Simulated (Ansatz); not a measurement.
# As₃Ir: computed property card

As$_{3}$Ir:
```xyz
16
Lattice="-4.2168 4.2168 4.2168 4.2168 -4.2168 4.2168 4.2168 4.2168 -4.2168" Properties=species:S:1:pos:R:3 pbc="T T T"
Ir     2.1084     2.1084     2.1084
Ir     2.1084     2.1084    -2.1084
Ir    -2.1084     2.1084     2.1084
Ir     2.1084    -2.1084     2.1084
As     0.0000     2.9339     1.2303
As     0.0000     5.4997     1.2303
As     4.2168     1.2829     2.9864
As     4.2168    -1.2829     2.9864
As     1.2303     0.0000     2.9339
As     1.2303     0.0000     5.4997
As     2.9864     4.2168     1.2829
As     2.9864     4.2168    -1.2829
As     2.9339     1.2303     0.0000
As     5.4997     1.2303     0.0000
As     1.2829     2.9864     4.2168
As    -1.2829     2.9864     4.2168
```

Space group Im-3 (No. 204); conventional cell a = b = c = 8.434 Å, α = β = γ = 90.00°.

Method: LDA (plane waves, PAW; program Ansatz). Geometry: relaxed at this level of theory. Other levels are named where they apply.

Cell and energy:

Volume per atom: 18.74 Å³
Density: 9.23 g/cm³
Formation energy from the elements (no fitted shifts): -0.44 eV/atom

Electronic structure:

* **Band gap**: 0.18 eV (direct)
* **Valence-band maximum**: at Γ
* **Conduction-band minimum**: at Γ
* **Electron effective mass, band 1 of 3 at the edge**: 0.93 along [100], 0.77 along [110], 0.16 along [111] (mₑ)
* **Electron effective mass, band 2 of 3 at the edge**: 0.66 along [100], 0.11 along [110], 0.16 along [111] (mₑ)
* **Electron effective mass, band 3 of 3 at the edge**: 0.022 along [100], 0.026 along [110], 0.027 along [111] (mₑ)
* **Hole effective mass**: 0.026 mₑ (isotropic)

Mechanics:

Bulk modulus (Birch–Murnaghan fit): 150 GPa
Pressure derivative B′: 4.8
Elastic constants (relaxed ions, GPa): C11 = 288, C12 = 82.1, C44 = 87.8
Mechanical stability: stable (all eigenvalues of C positive)
Hill bulk and shear moduli: 151 and 93.6 GPa
Young's modulus: 233 GPa
Poisson's ratio: 0.24
Debye temperature from the elastic constants: 396 K

Phonons:

Highest zone-centre frequency (without LO–TO term): 287 cm⁻¹
Zone-centre stability: no imaginary mode at Γ

The workflow started from an entry of the Crystallography Open Database (COD). Whether it is the stable phase at ambient conditions was not checked. The cell was relaxed with LDA under the symmetry of its start. The run is not spin-polarised. The references are the lowest solids computed at this level, not always the standard phases. Scalar-relativistic: spin–orbit coupling is off unless named, which matters more the heavier the elements.

Potentials: the later of the program's two PAW sets.
